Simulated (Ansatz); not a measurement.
This YAl3N4 structure is the end of a relaxation. The cell was found from a structure generator's guess, not taken from experiment.

These are results of Ansatz 0.2.0, DFT PBE, scalar-relativistic, plane waves, PAW, not measurements. Cutoff 420 eV, Γ-centred mesh, Gaussian smearing, no spin polarisation.

```
Y Al N
1.0
     4.38693    0.00000    0.00000
     0.00000    4.38693    0.00000
     0.00000    0.00000    4.38693
Y Al N
1 3 4
Cartesian
  2.1935 2.1935 2.1935
  0.0000 0.0000 2.1935
  2.1935 0.0000 0.0000
  0.0000 2.1935 0.0000
  2.1935 2.1935 0.0000
  0.0000 2.1935 2.1935
  2.1935 0.0000 2.1935
  0.0000 0.0000 0.0000
```

Formation energies are uncorrected and refer to the elements' standard structures at the same level (N₂ as a molecule).

(1) What space group does it have?

(2) What is its formation energy per atom?

(3) Is it a metal?

Answers

(1) Pm-3m (No. 221), with Y and Al ordered on rock salt sites. Conventional cell: a = 4.387 Å. Y is surrounded by 6 N at 2.19 Å and 12 Al at 3.10 Å; Al has 6 N at 2.19 Å, 4 Y at 3.10 Å and 8 Al at 3.10 Å; N on a site of symmetry 4/mmm has 2 Y at 2.19 Å and 4 Al at 2.19 Å; around N on a site of symmetry m-3m lie 6 Al at 2.19 Å.

(2) −0.874 eV/atom.

(3) No, the gap on the 6×6×6 mesh is 1.38 eV.

The last run used a 6×6×6 mesh for its 8-atom cell and Gaussian smearing of 0.02 eV. Kohn–Sham gaps at this level usually fall short of measured ones. A structure relaxed within its symmetry needn't be a true minimum. Another cell of YAl3N4 relaxed alike, in I-42m, lies 0.36 eV/atom lower, so this cell isn't the stable form at this level.
